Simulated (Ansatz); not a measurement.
**Compressing LiH: a fit and a missing row**

LiH, Fm-3m, a = 4.005 Å. Ansatz: r2SCAN, PAW, 500 eV, Γ-centred 10×10×10 mesh on 2 atoms, Gaussian smearing 0.02 eV; no spin polarisation. Symmetry fixes shape and atoms, so the cell is only scaled; pressure is positive in compression.

| V (Å³/atom) | P (GPa) |
| --- | --- |
| 7.546 | ? |
| 7.787 | 1.18 |
| 8.028 | 0.02 |
| 8.269 | -1.00 |
| 8.510 | -1.90 |

Task: Take V0 = 8.028 Å³/atom, count pressures from its P0 = 0.02 GPa, fit the third-order Birch–Murnaghan form to the other rows, and predict the missing pressure.

Result: With the Eulerian strain f = ½[(V0/V)^(2/3) − 1] and y = (P − P0)/[3f(1 + 2f)^(5/2)], the form is the line y = B0 + 1.5 B0 (B0′ − 4) f. Rows (f, y): 0.01026, 35.8; -0.00976, 36.6; -0.01906, 37.0. Means f = -0.006187, y = 36.467; Σ(Δf)² = 0.0004490, ΣΔfΔy = -0.01831; the slope is their ratio. y = 36.21 − 40.77 f GPa, so B0 = 36.2 GPa and B0′ = 4 + 2 × (-40.77)/(3 × 36.21) = 3.25. At V = 7.546, f = 0.02107, y = 35.35 and P = 2.50 GPa. The run gave 2.50 GPa, the same to the digits shown. The form still works here, 33 % of the fitted range beyond its end.